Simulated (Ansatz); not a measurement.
Values for one crystal, relaxed and computed with DFT-r²SCAN in the program Ansatz with PAW potentials; other levels are named.

| Property | Value |
|---|---|
| Volume per atom | 17.64 Å³ |
| Electronic character | metallic (no gap) |
| Density of states at the Fermi level | 0.41 states/eV per atom (mean over ±0.08 eV) |
| Formation energy from the elements (no fitted shifts) | -0.72 eV/atom |

Problem. Which of these materials gives this?
A. LaAg2Ge2, I4/mmm (La on 2a, Ag on 4d, Ge on 4e)
B. YGe2Ru2, I4/mmm (Y on 2a, Ru on 4d, Ge on 4e)
C. MnGe2, I4/mcm (Mn on 4a, Ge on 8h)
D. SrZn2Ge2, I4/mmm (Sr on 2a, Zn on 4d, Ge on 4e)

Solution. B, YGe2Ru2, I4/mmm (Y on 2a, Ru on 4d, Ge on 4e)

The workflow started from an entry of the Crystallography Open Database (COD). Its standing as an ambient phase is unchecked. Symmetry was held in the r²SCAN relaxation; whether a distortion lowers the energy is not shown. No spin polarisation was allowed. The references are the lowest solids computed at this level, not always the standard phases. Spin–orbit coupling is left out wherever it is not named.

Potentials: the later of the program's two PAW sets.
